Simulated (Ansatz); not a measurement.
GaPO₄:
```
GaPO4
1.0
    4.90533     0.00000     0.00000
   -2.45266     4.24814     0.00000
    0.00000     0.00000    11.08115
Ga P O
3 3 12
Direct
  0.54373   0.54373   0.50000
  0.45627   0.00000   0.83333
  0.00000   0.45627   0.16667
  0.54388   0.54388   0.00000
  0.45612   0.00000   0.33333
  0.00000   0.45612   0.66667
  0.27377   0.40846   0.62829
  0.59154   0.86531   0.96163
  0.13469   0.72623   0.29496
  0.40846   0.27377   0.37171
  0.86531   0.59154   0.03837
  0.72623   0.13469   0.70504
  0.40790   0.31884   0.89217
  0.68116   0.08906   0.22550
  0.91094   0.59210   0.55884
  0.31884   0.40790   0.10783
  0.08906   0.68116   0.77450
  0.59210   0.91094   0.44116
```

r²SCAN in the plane-wave PAW code Ansatz gives a gap of 5.42 eV without spin–orbit coupling, maximum off the standard path, at k = (0.271, 0.354, 0.000) in fractions of the reciprocal vectors, minimum at Γ.

Question: What happens when spin–orbit coupling is switched on?

Answer: The gap is nearly the same, to 5.42 eV; maximum on the M–K line, 75 % of the way from M, minimum at Γ.

Space group P3_121. The workflow started from a Materials Project entry (that database holds measured and hypothetical structures alike); the Crystallography Open Database files this formula in space group No. 152, but the cells were not matched. Its standing as an ambient phase is unchecked. The cell was relaxed with r²SCAN under the symmetry of its start; whether a distortion lowers the energy is not shown.

Potentials: the earlier of the program's two PAW sets. The files were generated under PBE; for other functionals the program regenerates the frozen cores, and for LDA and PBEsol the local potential too.
